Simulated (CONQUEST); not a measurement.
CONQUEST run on WSe₂ (P6_3/mmc, 12 atoms in the cell; from Materials Project mp-1821, changed as shown): self-consistent single point.

Level of theory: PBEsol, numerical atomic orbitals double-zeta with polarisation (the shipped basis), PseudoDojo norm-conserving potentials made for PBEsol (CONQUEST).

The change in words: lattice scaled by 0.98. Reference geometry (P6_3/mmc):
```
CELL_PARAMETERS angstrom
      3.31993     0.00000     0.00000
      0.00000     5.75029     0.00000
      0.00000     0.00000    13.73719
ATOMIC_POSITIONS crystal
  W  0.50000 0.16667 0.75000
  W  0.00000 0.33333 0.25000
  W  0.00000 0.66667 0.75000
  W  0.50000 0.83333 0.25000
  Se 0.00000 0.33333 0.87100
  Se 0.50000 0.16667 0.12900
  Se 0.50000 0.16667 0.37100
  Se 0.00000 0.33333 0.62900
  Se 0.50000 0.83333 0.87100
  Se 0.00000 0.66667 0.12900
  Se 0.00000 0.66667 0.37100
  Se 0.50000 0.83333 0.62900
```

Reference input (self-consistent single point, DFT, PBEsol, numerical atomic orbitals double-zeta with polarisation (the shipped basis), PseudoDojo norm-conserving potentials made for PBEsol): basis = DZP; Diag.MPMeshX, Y, Z = 6 4 2; potentials = PseudoDojo norm-conserving PBEsol; Grid.GridCutoff = 140 Ha; DM.SolutionMethod = diagon; Diag.kT = 0.001837 Ha; Diag.GammaCentred = true; minE.SCTolerance = 1.0e-07; SC.MaxIters = 100; SC.LinearMixingFactor = 0.5; SC.KerkerPreCondition = true; SC.KerkerFactor = 0.1 1/bohr. This run's input differs from it in these lines:

```diff
@@ -32,18 +32,18 @@
 # file: coords.dat
-     6.273758453      0.000000000      0.000000000
-     0.000000000     10.866469458      0.000000000
-     0.000000000      0.000000000     25.959526822
+     6.148282528      0.000000000      0.000000000
+     0.000000000     10.649139615      0.000000000
+     0.000000000      0.000000000     25.440335908
 12
-    3.136879226     1.811081865    19.469645116  1 T T T
-    0.000000000     3.622152864     6.489881705  1 T T T
-    0.000000000     7.244316594    19.469645116  1 T T T
-    3.136879226     9.055387593     6.489881705  1 T T T
-    0.000000000     3.622152864    22.610747862  2 T T T
-    3.136879226     1.811081865     3.348778960  2 T T T
-    3.136879226     1.811081865     9.630984451  2 T T T
-    0.000000000     3.622152864    16.328542371  2 T T T
-    3.136879226     9.055387593    22.610747862  2 T T T
-    0.000000000     7.244316594     3.348778960  2 T T T
-    0.000000000     7.244316594     9.630984451  2 T T T
-    3.136879226     9.055387593    16.328542371  2 T T T
+    3.074141264     1.774860152    19.080251931  1 T T T
+    0.000000000     3.549709655     6.360083977  1 T T T
+    0.000000000     7.099429960    19.080251931  1 T T T
+    3.074141264     8.874279463     6.360083977  1 T T T
+    0.000000000     3.549709655    22.158532575  2 T T T
+    3.074141264     1.774860152     3.281803332  2 T T T
+    3.074141264     1.774860152     9.438364622  2 T T T
+    0.000000000     3.549709655    16.001971286  2 T T T
+    3.074141264     8.874279463    22.158532575  2 T T T
+    0.000000000     7.099429960     3.281803332  2 T T T
+    0.000000000     7.099429960     9.438364622  2 T T T
+    3.074141264     8.874279463    16.001971286  2 T T T
```

The program printed (abridged):

```
    new_SC_potl: Starting.  Tolerance:  0.10000E-06

    PulayMixSC: Starting Pulay mixing, A_up =  0.500 A_dn =  0.500
    PulayMixSC: Spin non-polarised calculation.
    PulayMixSC: with Kerker preconditioning, q0 =  0.100
          Harris-Foulkes Energy            :    -34620.633011106496269 eV
          GroundState Energy (E-(1/2)TS)   :    -34620.633011637626623 eV
          Free Energy (E-TS)               :    -34620.633012168749701 eV
          DFT Total Energy                 :    -34619.779223346362414 eV
          Total number of electrons        :       184.000000000004917
   [... lines left out ...]
          (TS=0 as O(N) or entropic contribution is negligible)
          DFT Total Energy                 :    -34620.050241040582478 eV
          Total number of electrons        :       184.000088849480363
    PulayMixSC: Pulay iteration     8 residual:              0.10374E-06
          Harris-Foulkes Energy            :    -34620.050241054435901 eV
          (TS=0 as O(N) or entropic contribution is negligible)
          DFT Total Energy                 :    -34620.050241047472809 eV
          Total number of electrons        :       184.000088853546771
    PulayMixSC: Pulay iteration     9 residual:              0.37555E-07
    PulayMixSC: Reached SCF tolerance of  0.37555E-07 after      9 iterations
      | Number of electrons      =       184.000089
      |* band energy as 2Tr[K.H] =     -6735.443913817753128 eV
      |  screened ion-ion energy =    -25844.987103050883888 eV
      |  Ha correction           =        40.249897420444960 eV
      |  XC correction           =     -2079.869132494859514 eV
      |* Harris-Foulkes energy   =    -34620.050241054435901 eV
      |* DFT total energy        =    -34620.050241047472809 eV
      |  estimated accuracy      =        -0.000000006960547 eV

    force: Forces on atoms (eV/a0)
    force:  Atom   X              Y              Z
    force:     1  -0.0158052148  -0.0018031094  -0.0000000051
    force:     2  -0.0158052416   0.0018031599  -0.0000000001
   [... lines left out ...]
    force: Maximum force :        0.88038646(eV/a0) on atom         5 in z direction
   [... lines left out ...]
    force: Force Residual:        0.71889291 eV/a0
    force: Total stress:         -8.50890898    -0.00000000     0.00000000 GPa
                            -0.00000000    -8.42686914    -0.00000000
                             0.00000000     0.00000000   -12.96542061
    force: Average pressure:      9.96706624 GPa

    force: Finished force
    get_E_and_F: Change in energy during last step of electronic optimisation: -0.11962E-08
```

The run converged in 9 iterations. CONQUEST prints the stress tensor with tension positive. Against the reference run the free energy goes up by 41.0 meV/atom, the pressure goes from 0.67 to 9.97 GPa, the largest force goes from 0.474 to 1.664 eV/Å and the gap on the mesh moves little (1.258 to 1.254 eV).

Spin-orbit coupling is left out, which matters for bands and gaps with elements this heavy. The program uses no crystal symmetry, so grid and mesh can part values that symmetry would make equal. The atom-centred basis is finite, which shifts total energies, pressures, gaps and forces against plane waves. Forces above 1 eV/Å remain at this geometry, of which the finite basis can carry a part. The structure comes from a collection of computed structures, made at another level of theory; the collection holds predicted forms beside known ones.

Cost on one core: roughly 2.6 core-minutes.
